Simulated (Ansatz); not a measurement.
Fields on a plane of TiAl (CuAu type, space group P4/mmm)

```xyz
2
Lattice="2.8243 0.0000 0.0000 0.0000 2.8243 0.0000 0.0000 0.0000 4.0707" Properties=species:S:1:pos:R:3 pbc="T T T"
Al     1.4121     1.4121     2.0354
Ti     0.0000     0.0000     0.0000
```

The slice is a (0 -1 1) plane (indices of the conventional cell) through the point (0.000, 0.000, 0.000) (fractional), spanned by u = [100] and v = [011] in vectors of this cell: u (2.82 Å) and v (4.95 Å, at 90° to u). It covers one period; positions are fractions (u, v).

Atoms on it: Al at (0.50, 0.50); Ti at (0.00, 0.00).

Method: PBE (plane waves to 420 eV, PAW, scalar-relativistic; Ansatz, a first-principles code). k mesh 16×16×12. Near the nuclei the fields are pseudised (PAW); where an atom keeps semicore shells as valence, they peak there. TiAl is run without spin polarisation. TiAl was relaxed with its symmetry unable to fall.

| v \ u | 0.00 | 0.12 | 0.25 | 0.38 | 0.50 | 0.62 | 0.75 | 0.88 |
|---|---|---|---|---|---|---|---|---|
| 0.96 | x | x | x | -0.2 | 4.4 | -0.2 | x | x |
| 0.86 | x | x | x | 4.1 | 6.3 | 4.1 | x | x |
| 0.75 | 3.2 | 3.7 | 4.4 | 4.6 | 4.6 | 4.6 | 4.4 | 3.7 |
| 0.64 | 6.5 | 4.8 | x | x | x | x | x | 4.8 |
| 0.54 | 5.1 | 0.9 | x | x | x | x | x | 0.9 |
| 0.43 | 5.6 | 2.1 | x | x | x | x | x | 2.1 |
| 0.32 | 6.4 | 5.4 | 2.2 | x | x | x | 2.2 | 5.4 |
| 0.21 | -1.2 | 0.6 | 3.4 | 5.5 | 6.2 | 5.5 | 3.4 | 0.6 |
| 0.11 | x | x | x | 2.7 | 5.6 | 2.7 | x | x |
| 0.00 | x | x | x | -0.8 | 4.2 | -0.8 | x | x |

Values: electrostatic potential energy of an electron, from the cell's mean, in eV. Points within 1 Å of a nucleus are blanked (x), as the pseudised field means little there. Values under -2 eV are set to -2. The zero, the cell's mean, hangs on the PAW cores.

```
|xxx98423432489xx|
|xxx86223432268xx|
|9986312343213689|
|7752112565211257|
|3210024676420012|
|0001246888642100|
|1123468999864321|
|4456789999987654|
|6677888888888776|
|8888875444578888|
|9998741000147899|
|999851xxxxx15899|
|999740xxxxx04799|
|999730xxxxx03799|
|999740xxxxx04799|
|999851xxxxx15899|
|9998741000147899|
|8888875444578888|
|6677888888888776|
|4456789999987654|
|1123468999864321|
|0001246888642100|
|3210024676420012|
|7752112565211257|
|9986312343213689|
|xxx86223432268xx|
|xxx98423432489xx|
|xxx99523332599xx|
```
Scale: ten equal steps from 0.05 (start of '0') to 0.71 (end of '9'), in the order '0123456789'. Values: electron localisation function (ELF). The map has 16 points along u (one character each, u = 0 at the left) and 28 along v (v = 0 in the bottom row). Points within 0.5 Å of a nucleus are blanked (x), as the pseudised field means little there.

| Property | Result |
|---|---|
| Density on the Al–Al line (2.82 Å) at its midpoint | 0.22 e/Å³ |
| ELF at that point | 0.69 |
| ELF maximum in the middle third of the Al–Al line | 0.69, 1.4 Å from Al |
